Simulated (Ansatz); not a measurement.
A plane-wave DFT run in Ansatz 0.2.0 (scalar-relativistic PAW potentials unless the input names others): input and command.

```yaml
crystal:
  lattice:
    - [2.0213067775, -2.0213067775, 0.0]
    - [2.0213067775, 2.0213067775, 0.0]
    - [0.0, 0.0, 2.8696345404]
  atoms:
    - { symbol: Al, position: [0.0, 0.0, 0.0] }
    - { symbol: Ni, position: [0.5, 0.5, 0.5] }
basis:
  ecutwfc: 420
kpoints:
  mp_grid: { grid: [16, 16, 14] }
hamiltonian:
  xc: pbesol
scf:
  occupations: { method: gaussian, width: 2.0 }
  max_iter: 100
output:
  forces: true
  eigenvalues: true
  stress: true
```

```bash
ansatz run input.yaml --threads 1 --pin off --max-ram 2560MiB --backend cpu --events-out ev --progress --plain --runs-dir out
```

Abridged log:
```
band count auto-derived: 17 (N_el = 21.0; filled up to band 11; 15 by the electrons, moments and atoms)
Pseudopotentials: kind: paw
Pseudopotential: Al, paw, valence charge 3, recommended cutoff 420 eV (normal)
Pseudopotential: Ni, paw, valence charge 18, recommended cutoff 420 eV (normal)
Functional definition: PBEsol
Crystal: 2 atoms, lattice volume = 23.449 Å³
Basis set: ecut = 420 eV, 461 PW (Γ), exchange–correlation on 40×40×40 points (8 copies of the dense FFT grid, shifted against one another)
Bands: 17, of which v1, the nominal top of the filled ones, is band 11 counted from 1 (10 counted from 0)
Symmetry: 16 space group operations
Space group: P4/mmm (ITA 123), of the structure as read, at distance tolerance 2.9e-5 Å
k-points: 360 of 3584
Initial density: superposition of atomic densities (neutral atoms: chi_scale 0, normalization atom), corrected by the library's trained network
Initial wavefunctions: pseudopotential atomic-orbital guess
Functional: x = pbesol(κ = 0.804, μ = 0.12345679), c = pbesol(β = 0.046)
SCF iter   1: F=—  HF=-6331.758561 eV  |F-HF|=—  |Δ(HF+E_count)|=         —  Δρ=5.02e-2  dr2=4.25e-1  ethr=1.77e-3  ⟨swp⟩=4.5  Hψ=25591  notcnv=0
SCF iter   2: F=—  HF=-6331.726976 eV  |F-HF|=—  |Δ(HF+E_count)|=   3.16e-2  Δρ=2.86e-2  dr2=1.57e-1  ethr=1.77e-3  ⟨swp⟩=1.0  Hψ=9000  notcnv=0
SCF iter   3: F=—  HF=-6331.707137 eV  |F-HF|=—  |Δ(HF+E_count)|=   1.98e-2  Δρ=5.33e-3  dr2=4.17e-3  ethr=7.49e-4  ⟨swp⟩=1.0  Hψ=6120  notcnv=0
SCF iter   4: F=—  HF=-6331.706548 eV  |F-HF|=—  |Δ(HF+E_count)|=   5.89e-4  Δρ=3.97e-4  dr2=6.13e-6  ethr=1.98e-5  ⟨swp⟩=1.6  Hψ=8367  notcnv=0
SCF iter   5: F=—  HF=-6331.706575 eV  |F-HF|=—  |Δ(HF+E_count)|=   2.69e-5  Δρ=1.49e-5  dr2=2.06e-8  ethr=2.92e-8  ⟨swp⟩=2.0  Hψ=9736  notcnv=0
SCF iter   6: F=-6331.706575 eV  HF=-6331.706575 eV  |F-HF|=3.82e-11  |Δ(HF+E_count)|=   1.78e-8  Δρ=3.03e-6  dr2=1.29e-9  ethr=9.82e-11  ⟨swp⟩=2.8  Hψ=23017  notcnv=0
SCF 1 converged in 6 iterations: F = -6331.706575 eV  dr2 = 1.29e-9
SCF converged after 6 iterations
Free energy (F): -6331.706575 eV
Harris-Foulkes:  -6331.706575 eV  (|F-HF|=3.82e-11)
Internal energy: -6329.876509 eV  (E = F + TS)
E sigma→0 (E₀):  -6330.791542 eV
Entropy (-TS):   -1.830066 eV (-915.033 meV/atom)
Fermi energy:    14.579702 eV
--- Forces (eV/Å), atoms counted from 1 ---
  atom   1  Al     0.00000000     0.00000000     0.00000000
  atom   2  Ni     0.00000000     0.00000000     0.00000000
--- Stress (GPa, compression-positive) ---
        7.420901       0.000000       0.000000
        0.000000       7.420901       0.000000
        0.000000       0.000000       7.225244
  P = ⅓ Tr σ = 7.3557 GPa (73.557 kbar)
```

Q: What is wrong with this input?

A: The fault is a smearing of electronvolts (scf.occupations: {"method": "gaussian", "width": 0.1} → {"method": "gaussian", "width": 2.0}, the first being the value of the sound run). Setting it back cures it. The run converged all the same, with an energy at zero smearing 36.28 meV/atom above the reference's, pressure 7.36 GPa, largest force 0.000 eV/Å, no gap on the mesh, so convergence alone doesn't show that an input is right. A reference run on usual settings, whose relaxation ended at this geometry, converged, and the end of its own relaxation has pressure -0.01 GPa, largest force 0.000 eV/Å, no gap on the mesh.

Time: 6.6 s on 1 thread of Arm Neoverse V1, with other jobs on the host, peak memory 0.39 GiB.